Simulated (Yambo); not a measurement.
Here is the system:

```xyz
12
Lattice="4.5544 0.0000 0.0000 0.0000 7.0211 0.0000 -4.2982 0.0000 8.2963" Properties=species:S:1:pos:R:3 pbc="T T T"
S     -0.1316     1.9946     7.0110
S      0.3878     5.0266     1.2853
S     -1.7613     5.5051     5.4335
S      2.0174     1.5160     2.8628
Ag     1.2998     0.2789     6.0663
Ag    -1.0436     6.7422     2.2300
Ag    -3.1927     3.7895     6.3781
Ag     3.4489     3.2316     1.9182
Ag    -1.0758     2.2729     4.7393
Ag     1.3320     4.7482     3.5570
Ag    -0.8171     5.7835     7.7051
Ag     1.0733     1.2376     0.5912
```

Workflow: PBEsol (Quantum ESPRESSO, PseudoDojo norm-conserving, 82 Ry, scalar-relativistic), then G0W0 in Yambo (4×2×1 Γ-centred k mesh, bands 33 to 328 and a 6 Ry block in the screening, 328 bands in G with the Bruneval-Gonze terminator, plasmon pole fitted at 27.2 eV).

Problem. Give the PBEsol and G0W0 gaps between the band edges found on this mesh, and say where the edges lie.

Solution. Edges: Γ → (-0.5, 0, 0). PBEsol: 1.20 eV; G0W0: 1.98 eV. The mesh misses an edge: along a dense path the PBEsol gap is 1.05 eV. Among the k points computed, the smallest G0W0 gap is 1.85 eV, Γ → Γ. Nearest settings tried, and what they do to the gap: 232 bands in G: +9 meV; 232 bands in W, 232 bands in G: +74 meV; 3 Ry block (163 vectors against 447): +8 meV. Not varied: mesh. So the settings aren't converged at that level. The k mesh is coarse. Spin-orbit splittings are left out.

Geometry of the Materials Project entry, not relaxed at this level.
